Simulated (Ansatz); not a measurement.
## CaO: pressure against volume

CaO, Fm-3m, a = 4.795 Å. Ansatz: r2SCAN, PAW, 500 eV, Γ-centred 8×8×8 mesh on 2 atoms, Gaussian smearing 0.02 eV; no spin polarisation. Symmetry fixes shape and atoms, so the cell is only scaled; pressure is positive in compression.

```tsv
V (Å³/atom)	P (GPa)
12.126	?
12.540	13.53
12.953	8.27
13.367	3.80
13.780	0.00
14.193	-3.25
14.607	-6.01
15.158	-9.07
```

Problem. Take V0 = 13.780 Å³/atom, fit the third-order Birch–Murnaghan form to the other rows, and predict the missing pressure.

Solution. With the Eulerian strain f = ½[(V0/V)^(2/3) − 1] and y = P/[3f(1 + 2f)^(5/2)], the form is the line y = B0 + 1.5 B0 (B0′ − 4) f. Rows (f, y): 0.03244, 118.8; 0.02106, 118.1; 0.01025, 117.5; -0.00975, 116.7; -0.01905, 115.9; -0.03078, 115.1. Means f = 0.0006950, y = 117.02; Σ(Δf)² = 0.003003, ΣΔfΔy = 0.1690; the slope is their ratio. y = 117.0 + 56.26 f GPa, so B0 = 117.0 GPa and B0′ = 4 + 2 × (56.26)/(3 × 117.0) = 4.32. At V = 12.126, f = 0.04449, y = 119.50 and P = 19.74 GPa. The run gave 19.72 GPa, so the fit is 0.02 GPa too high, a small miss on the scale of the series.

Cost: 8 runs of about 0.71 core-minutes in all, on Intel Xeon Processor @ 2.50GHz (Skylake/Cascade Lake) (shared hosts).